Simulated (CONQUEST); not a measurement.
Worked example: self-consistent single point of 3 x 2 x 1 supercell of Al (Al, 48 atoms in the cell; host: space group no. 194; from Materials Project mp-1183144) in CONQUEST.

Method: PBEsol, numerical atomic orbitals single-zeta with polarisation (the shipped basis less its second zetas), PseudoDojo norm-conserving potentials made for PBEsol run with CONQUEST 1.3.

```xyz
48
Lattice="8.4812 0.0000 0.0000 0.0000 9.7933 0.0000 0.0000 0.0000 9.1860" Properties=species:S:1:pos:R:3 pbc="T T T"
Al     0.0000     0.0000     0.0000
Al     0.0000     4.8966     0.0000
Al     2.8271     0.0000     0.0000
Al     2.8271     4.8966     0.0000
Al     5.6542     0.0000     0.0000
Al     5.6542     4.8966     0.0000
Al     0.0000     0.0000     4.5930
Al     0.0000     4.8966     4.5930
Al     2.8271     0.0000     4.5930
Al     2.8271     4.8966     4.5930
Al     5.6542     0.0000     4.5930
Al     5.6542     4.8966     4.5930
Al     0.0000     1.6322     2.2965
Al     0.0000     6.5289     2.2965
Al     2.8271     1.6322     2.2965
Al     2.8271     6.5289     2.2965
Al     5.6542     1.6322     2.2965
Al     5.6542     6.5289     2.2965
Al     1.4135     0.8161     6.8895
Al     1.4135     5.7128     6.8895
Al     4.2406     0.8161     6.8895
Al     4.2406     5.7128     6.8895
Al     7.0677     0.8161     6.8895
Al     7.0677     5.7128     6.8895
Al     1.4135     2.4483     0.0000
Al     1.4135     7.3450     0.0000
Al     4.2406     2.4483     0.0000
Al     4.2406     7.3450     0.0000
Al     7.0677     2.4483     0.0000
Al     7.0677     7.3450     0.0000
Al     1.4135     2.4483     4.5930
Al     1.4135     7.3450     4.5930
Al     4.2406     2.4483     4.5930
Al     4.2406     7.3450     4.5930
Al     7.0677     2.4483     4.5930
Al     7.0677     7.3450     4.5930
Al     1.4135     4.0805     2.2965
Al     1.4135     8.9772     2.2965
Al     4.2406     4.0805     2.2965
Al     4.2406     8.9772     2.2965
Al     7.0677     4.0805     2.2965
Al     7.0677     8.9772     2.2965
Al     0.0000     3.2644     6.8895
Al     0.0000     8.1611     6.8895
Al     2.8271     3.2644     6.8895
Al     2.8271     8.1611     6.8895
Al     5.6542     3.2644     6.8895
Al     5.6542     8.1611     6.8895
```

Reference input (self-consistent single point, DFT, PBEsol, numerical atomic orbitals double-zeta with polarisation (the shipped basis), PseudoDojo norm-conserving potentials made for PBEsol): basis = DZP; Diag.MPMeshX, Y, Z = 3 2 2; potentials = PseudoDojo norm-conserving PBEsol; Grid.GridCutoff = 70 Ha; DM.SolutionMethod = diagon; Diag.kT = 0.003675 Ha; Diag.GammaCentred = true; Diag.KProcGroups = 4; minE.SCTolerance = 1.0e-06; SC.MaxIters = 100; SC.LinearMixingFactor = 0.5; SC.KerkerPreCondition = true. This run's input differs from it in these lines:

```diff
@@ -1,2 +1,2 @@
-# files in the folder: Al.ion (PseudoDojo PBEsol potentials, DZP orbitals)
+# files in the folder: Al.ion (PseudoDojo PBEsol potentials, SZP orbitals)
 # file: Conquest_input
```

Log, with long lists cut:

```
    new_SC_potl: Starting.  Tolerance:  0.10000E-05

    PulayMixSC: Starting Pulay mixing, A_up =  0.500 A_dn =  0.500
    PulayMixSC: Spin non-polarised calculation.
    PulayMixSC: with Kerker preconditioning, q0 =  0.500
          Harris-Foulkes Energy            :     -3009.208769356896482 eV
          GroundState Energy (E-(1/2)TS)   :     -3009.624368844901255 eV
          Free Energy (E-TS)               :     -3010.039968332906028 eV
          DFT Total Energy                 :     -3008.515242947114530 eV
          Total number of electrons        :       144.000000000003894
   [... lines left out ...]
          Total number of electrons        :       144.000307939047673
    PulayMixSC: Pulay iteration    10 residual:              0.11160E-05
          Harris-Foulkes Energy            :     -3008.531208392978897 eV
          GroundState Energy (E-(1/2)TS)   :     -3008.946514929555633 eV
          Free Energy (E-TS)               :     -3009.361821466132369 eV
          DFT Total Energy                 :     -3008.531207928427193 eV
          Total number of electrons        :       144.000378816101431
    PulayMixSC: Pulay iteration    11 residual:              0.83740E-06
    PulayMixSC: Reached SCF tolerance of  0.83740E-06 after     11 iterations
      | Number of electrons      =       144.000379
      |* band energy as 2Tr[K.H] =     -1494.568880619844776 eV
      |  screened ion-ion energy =     -1522.667045151563798 eV
      |  Ha correction           =         1.163556787544914 eV
      |  XC correction           =         7.540368216810942 eV
      | GS Energy as E-(1/2)TS   =     -3008.946514929555633 eV
      | Free Energy as E-TS      =     -3009.361821466132369 eV
      |* Harris-Foulkes energy   =     -3008.531208392978897 eV
      |* DFT total energy        =     -3008.531207928427193 eV
      |  estimated accuracy      =        -0.000000464551544 eV

    force: Forces on atoms (eV/a0)
    force:  Atom   X              Y              Z
   [... lines left out ...]
    force: Maximum force :        0.00763945(eV/a0) on atom        39 in y direction
   [... lines left out ...]
    force: Force Residual:        0.00530351 eV/a0
    force: Total stress:         -7.68217487     0.00000000     0.00000000 GPa
                            -0.00000000   -11.66763017     0.00000000
                             0.00000000     0.00000000   -12.15624713
    force: Average pressure:     10.50201739 GPa

    force: Finished force
    get_E_and_F: Change in energy during last step of electronic optimisation:  0.17141E-06
```

The run converged in 11 iterations. CONQUEST prints the stress tensor with tension positive. Against the reference run the free energy rises by 272 meV/atom, the pressure goes from 2.86 to 10.50 GPa and the largest force moves little (0.012 to 0.014 eV/Å).

The program uses no crystal symmetry, so grid and mesh can part values that symmetry would make equal. The atom-centred basis is finite, which shifts total energies, pressures and forces against plane waves. This run is one point of a test of settings, so its values need not be converged; read them against the reference run alone. The structure comes from a collection of computed structures, made at another level of theory; the collection holds predicted forms beside known ones. The cell is neutral and was run without spin polarisation; atoms start from ideal sites unless a change or a relaxation is shown. No clean gap shows at this smearing width and mesh (spacing up to 0.34 Å⁻¹); the mesh is coarse for partly filled bands, so the values carry mesh errors.

Cost, summed over 4 cores: roughly 7 core-minutes.
